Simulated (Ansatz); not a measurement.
SnCl$_{2}$:
Space group Pnma (No. 62); a = 7.4763 Å, b = 4.2857 Å, c = 8.9364 Å, α = β = γ = 90.00°

```
atom  site  symmetry       x       y       z
----  ----  --------  ------  ------  ------
Sn      4c       .m.  0.2341  0.2500  0.4152
Cl      4c       .m.  0.0209  0.2500  0.6571
Cl      4c       .m.  0.1416  0.2500  0.0780
```

Relaxed with LDA.

Task: Give the optical modes at the zone centre with their infrared activity from DFPT, plane-wave PAW LDA (Ansatz code).

Result: Transverse frequencies, without the LO–TO term; a row sums one degenerate level.

| ω (cm⁻¹) | degeneracy | IR ((D/Å)²/amu) | activity | symmetry |
|---|---|---|---|---|
| 25 | 1 | 0.25 | IR | B1u |
| 28 | 1 | 0.00 | IR-inactive | Au |
| 34 | 1 | 0.00 | IR-inactive | B1g |
| 40 | 1 | 0.00 | IR-inactive | B3g |
| 52 | 1 | 14.41 | IR | B3u |
| 56 | 1 | 0.00 | IR-inactive | Ag |
| 66 | 1 | 33.53 | IR | B2u |
| 81 | 1 | 0.04 | IR | B1u |
| 87 | 1 | 0.00 | IR-inactive | Ag |
| 94 | 1 | 11.44 | IR | B3u |
| 94 | 1 | 0.00 | IR-inactive | B2g |
| 103 | 1 | 0.00 | IR-inactive | Au |
| 109 | 1 | 0.00 | IR-inactive | B2g |
| 114 | 1 | 0.00 | IR-inactive | Ag |
| 132 | 1 | 0.00 | IR-inactive | B2g |
| 138 | 1 | 17.89 | IR | B1u |
| 139 | 1 | 5.47 | IR | B3u |
| 140 | 1 | 0.00 | IR-inactive | B3g |
| 141 | 1 | 0.00 | IR-inactive | B1g |
| 155 | 1 | 0.00 | IR-inactive | Au |
| 161 | 1 | 0.12 | IR | B3u |
| 164 | 1 | 0.00 | IR-inactive | Ag |
| 168 | 1 | 0.00 | IR-inactive | B2g |
| 172 | 1 | 0.00 | IR-inactive | Ag |
| 173 | 1 | 0.82 | IR | B1u |
| 173 | 1 | 2.56 | IR | B2u |
| 178 | 1 | 0.00 | IR-inactive | B1g |
| 185 | 1 | 0.00 | IR-inactive | B3g |
| 189 | 1 | 0.00 | IR-inactive | B2g |
| 190 | 1 | 0.00 | IR-inactive | Ag |
| 199 | 1 | 0.00 | IR-inactive | B2g |
| 209 | 1 | 4.07 | IR | B1u |
| 242 | 1 | 0.13 | IR | B3u |

Task: How high does the top mode go among those that the LO–TO term moves?

Result: 243 cm⁻¹ for q along x, 227 cm⁻¹ for q along y, 243 cm⁻¹ for q along z.

The first step of the workflow began from a Materials Project structure, measured or hypothetical; the Crystallography Open Database files this formula in space group No. 62, but the cells were not matched. Whether it is the stable phase at ambient conditions was not checked. Symmetry was held in the LDA relaxation; phonons on a q-mesh show no instability. A crystal of weakly bound chains computed without a dispersion correction: the cell and the soft elastic constants depend strongly on that. Spin–orbit coupling is left out wherever it is not named.

Potentials: the later of the program's two PAW sets.
